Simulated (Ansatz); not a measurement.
Al₂O₃:
```yaml
crystal:
  lattice:
    - [2.40093, 1.38618, 4.46845]
    - [-2.40093, 1.38618, 4.46845]
    - [0.00000, -2.77236, 4.46845]
  atoms:
    - { symbol: Al, position: [0.00000, 0.00000, 0.00000] }
    - { symbol: Al, position: [0.50000, 0.50000, 0.50000] }
    - { symbol: Al, position: [0.30674, 0.30674, 0.30674] }
    - { symbol: Al, position: [0.69326, 0.69326, 0.69326] }
    - { symbol: O, position: [0.27941, 0.89232, 0.60373] }
    - { symbol: O, position: [0.72059, 0.10768, 0.39627] }
    - { symbol: O, position: [0.89232, 0.60373, 0.27941] }
    - { symbol: O, position: [0.10768, 0.39627, 0.72059] }
    - { symbol: O, position: [0.60373, 0.27941, 0.89232] }
    - { symbol: O, position: [0.39627, 0.72059, 0.10768] }
```

This is the r²SCAN-relaxed structure. Cartesian axes are those of the cell as given.

Q: All from r²SCAN (plane waves, PAW; program Ansatz), unless another level is named. Predict the HSE06 gap on the r²SCAN cell.

A: 7.88 eV.

Q: What about the band gap?

A: 6.88 eV (indirect).

Q: And the valence-band maximum?

A: off the standard path, at k = (-0.115, 0.047, 0.068) in fractions of the reciprocal vectors.

Space group R-3. The first step of the workflow began from a Materials Project structure, measured or hypothetical; the Crystallography Open Database copy checked does not list it. It is not the phase usual at ambient conditions (space group No. 167). The r²SCAN relaxation kept the symmetry of its start; whether a distortion lowers the energy is not shown.

Potentials: the later of the program's two PAW sets.
